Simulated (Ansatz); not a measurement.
Polymorphs of Si3N4, each relaxed with PBEsol (plane waves, PAW; program Ansatz):

A: Fd-3m
a = b = c = 7.744 Å, α = β = γ = 90.00°

```
atom  site  symmetry       x       y       z
----  ----  --------  ------  ------  ------
Si     16c      .-3m  0.1250  0.1250  0.1250
Si      8b      -43m  0.5000  0.5000  0.5000
N      32e       .3m  0.3676  0.3676  0.3676
```

B: P6_3/m
a = b = 7.6247 Å, c = 2.9105 Å, α = β = 90.00°, γ = 120.00°

```
atom  site  symmetry       x       y       z
----  ----  --------  ------  ------  ------
Si      6h       m..  0.2324  0.4064  0.2500
N       2c      -6..  0.3333  0.6667  0.2500
N       6h       m..  0.3300  0.0296  0.2500
```

Problem. Order them by energy per atom at 0 K (lowest first) at the level PBEsol.

Solution. B (+0 meV/atom), A (+78 meV/atom)

Problem. Give each one's gap.

Solution. A 3.29 eV; B 4.19 eV.

All cells were relaxed under the symmetry of their starts (and spin orders); stability against distortions was not tested throughout.

Energies hold the estimated change up to a 700 eV cutoff; steps of a few meV lie near the error of the meshes.

Potentials: the later of the program's two PAW sets.
